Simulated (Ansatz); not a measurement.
A geometry of Bi$_{2}$Se$_{3}$ away from equilibrium: the start of the relaxation of a generated cell, Bi2Se3 built in the AFLOW prototype A3B2_hR5_155_e_c (D5_e, as in Ni3S2). All values below come from PBE (plane waves to 420 eV, PAW, scalar-relativistic; Ansatz, a quantum-chemistry and plane-wave program). Γ-centred k-mesh 5×5×5 on the run's cell (coarser than for final values), Fermi–Dirac smearing 0.05 eV.

```xyz
5
Lattice="3.6891 2.1299 3.0521 -3.6891 2.1299 3.0521 0.0000 -4.2598 3.0521" Properties=species:S:1:pos:R:3 pbc="T T T"
Se    -1.8822     0.0000     4.5781
Se     0.9411    -1.6300     4.5781
Se     0.9411     1.6300     4.5781
Bi     0.0000     0.0000     2.3083
Bi     0.0000     0.0000     6.8479
```

Question: Which atoms carry the largest force, and which way does it point?

Answer: 0.48 eV/Å, on Bi4, Bi5 (atoms numbered as listed); on Bi4 its components are (0.00, 0.00, 0.48).

Question: What is the pressure?

Answer: +6.5 GPa, compression positive.

No spin polarisation in the result.

The run could not lower the symmetry of its start; a shaken copy of this end point relaxes with PBE to R3 (No. 146), 0.027 eV/atom lower.

The end of the path is a generated cell of Bi2Se3: the first start was made by placing the elements on the sites of a structure type, and the end was not matched to a known phase here, so it may be hypothetical. Known forms of Bi2Se3 include space group No. 166.
